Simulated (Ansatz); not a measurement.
# Levels of theory for KLiBr₂ (ordering on rocksalt)

All numbers come from the PAW code Ansatz. All values are calculated for a non-magnetic cell, which may be hypothetical.

The cell is KLiBr₂, ordered on the rocksalt lattice (R-3m) with 4 atoms a cell; cell and atoms were relaxed with r2SCAN. Space group R-3m (No. 166), trigonal; conventional cell a = 4.218 Å, c = 21.594 Å, 27.73 Å³ an atom. Li has 6 Br at 2.86 Å; K has 6 Br at 3.22 Å; Br has 3 Li at 2.86 Å and 3 K at 3.22 Å.

Relaxed lattice by functional, symmetry kept:
```tsv
functional	k mesh	a (Å)	c (Å)	volume (Å³/atom)
PBE	6×6×6	4.266	21.745	28.55
r2SCAN	6×6×6	4.218	21.594	27.73
```

Gaps on the r2SCAN cell, each the least over its mesh and the special points:
```tsv
level	k mesh	gap (eV)	kind	edges	least direct gap (eV)	rough cost
PBE	8×8×8	4.42	direct	Γ	4.42	6 core-seconds
PBE+SOC	8×8×8	4.25	direct	Γ	4.25	29 core-seconds
r2SCAN	8×8×8	5.12	direct	Γ	5.12	10 core-seconds
HSE06	6×6×6	5.59	direct	Γ	5.59	15 core-minutes
G0W0@PBE (331 empty bands, 120 eV, 4×4×4)	4×4×4	6.68	–	Γ (mesh)	–	4 core-minutes
```
PBE: smearing of 0.02 eV; the others have fixed occupations.
Wave cutoffs: 420 eV, 500 eV (r2SCAN). Set aside, since their points miss a band edge that the other levels read or their mesh is too coarse: PBE0.
The G0W0 gap is PBE's gap over the path plus the quasiparticle shift read on the mesh. No extrapolation in bands, cutoff or mesh was made for G0W0.
Costs come from shared machines and give only the order; PBE's includes the band path. The runs had 2 threads of Intel(R) Xeon(R) 6975P-C (Granite Rapids) (shared host).

The HSE06 gap is direct at Γ: 5.59 eV. Spin-orbit coupling changes the PBE gap by -0.17 eV, to 4.25 eV.

r2SCAN covers 60 % of the step from PBE to HSE06, while HSE06 needs about 90 times r2SCAN's cost (on a coarser mesh). Spin-orbit coupling moves the least or the direct gap by up to 0.17 eV, so it has to be included where a tenth of an eV counts. All these functionals give a gap of the same kind, direct.

r2SCAN (ground state on 6×6×6): ε∞: 2.78 along x and y, 2.81 along z. Born charges, averaged over directions: Li +1.21, K +1.12, Br -1.17 e.

Only the levels marked +SOC include spin-orbit coupling.
